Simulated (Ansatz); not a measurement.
Space group Pm-3m (No. 221). a = 3.672 Å, b = 3.672 Å, c = 3.672 Å, α = 90.00°, β = 90.00°, γ = 90.00°
```
atom site symmetry x y z
  Cu    3c    4/mm.m  0.0000  0.5000  0.5000
  Pd    1a m-3m  0.0000  0.0000  0.0000
```

Equation of state of this Cu₃Pd structure (not necessarily the ground state), with shape and atoms relaxed at each volume where symmetry leaves them free. It has no gap at any of these volumes. All numbers below come from Ansatz 0.2.0, DFT r2SCAN, scalar-relativistic, plane waves, PAW.

Cutoff 500 eV; k points 12×12×12 on the computed 4-atom cell (Γ-centred); Gaussian smearing, width 0.10 eV; no spin polarisation.

| V (Å³/atom) | E − E(largest V) (meV/atom) | P (GPa) |
| --- | --- | --- |
| 10.894 | 68.79 | 30.04 |
| 11.266 | 10.78 | 20.33 |
| 11.637 | -26.67 | 12.26 |
| 12.008 | -47.05 | 5.56 |
| 12.380 | -53.25 | 0.00 |
| 12.751 | -47.72 | -4.60 |
| 13.123 | -32.52 | -8.40 |
| 13.618 | 0.00 | -12.49 |

Task: Fit a third-order Birch–Murnaghan equation to E(V).

Result: V0 = 12.38 Å³/atom, B0 = 168 GPa, B0' = 5.3.

Cost: 8 runs of about 5.2 core-minutes in all, on Arm Neoverse V1 (shared hosts).